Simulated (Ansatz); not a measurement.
W2C in space group P-3m1 (No. 164; C on 1a, W on 2d) at seven volumes, plane-wave PAW LDA (Ansatz code), shape and atoms relaxed at each. One row is withheld.

```tsv
V (Å³/atom)	P (GPa)
11.054	39.56
11.418	24.11
11.783	11.21
12.147	0.00
12.511	-9.57
12.876	?
13.240	-24.47
```

**Question.** Fit the shown pressures and predict the withheld one.

**Answer.** P = (3/2)B₀(x^(7/2) − x^(5/2))[1 + (3/4)(B′ − 4)(x − 1)] with x = (V₀/V)^(2/3). Least squares on the six rows gives V₀ = 12.147 Å³/atom, B₀ = 342 GPa, B′ = 4.32. At V = 12.876, x = 0.9619 and P = -17.58 GPa. The run itself gave -17.68 GPa.

The cell was relaxed with LDA under the symmetry of its start; of distortions, only those at the zone centre were tested. No spin polarisation was allowed. Spin–orbit coupling is left out wherever it is not named.

Potentials: the later of the program's two PAW sets.
